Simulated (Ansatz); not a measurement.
A trial structure of MgC2 was built thus: random cell by space group and Wyckoff sites (Pn-3m, No. 224). Lengths were set from tabulated atomic sizes, so they are only a guess.

```
CELL_PARAMETERS angstrom
4.30518 0.00000 0.00000
0.00000 4.30518 0.00000
0.00000 0.00000 4.30518
ATOMIC_POSITIONS crystal
Mg 0.00000 0.00000 0.00000
Mg 0.50000 0.50000 0.50000
C 0.25000 0.25000 0.25000
C 0.75000 0.75000 0.25000
C 0.75000 0.25000 0.75000
C 0.25000 0.75000 0.75000
```

All numbers below come from Ansatz 0.2.0, DFT PBE, scalar-relativistic, plane waves, PAW. Cutoff 420 eV, Gaussian smearing, Γ-centred meshes. Cell and atoms relax first on a coarse mesh and then on a finer one. In between, the cell is made exact in the group found at 0.06 Å. In metals the finer mesh still leaves noise of several meV/atom or more. The steps can't lower the symmetry of their start. No spin polarisation.

A guess keeps its type if space group and coordination stay and the shape of the cell changes little (axis ratios within about 15 %, angles within 6°); the volume may change.

**Question.** Does this structure survive the relaxation?

**Answer.** It keeps its type: symmetry leaves only the cell edge free. The symmetry stays Pn-3m (No. 224). The end has the anti-cuprite type. The volume per atom grows by 41.7 %, from 13.3 to 18.8 Å³. The shortest distance goes from 1.86 Å (Mg–C) to 2.09 Å (Mg–C). Counting neighbours within 15 % of an atom's shortest distance, the start has C 2, Mg 4 and the end C 2, Mg 4.

The last run used an 8×8×8 mesh for its 6-atom cell and Gaussian smearing of 0.10 eV. A structure relaxed within its symmetry needn't be a true minimum. Another cell of MgC2 relaxed alike, in Fm-3m, lies 1.09 eV/atom lower, so this cell isn't the stable form at this level.
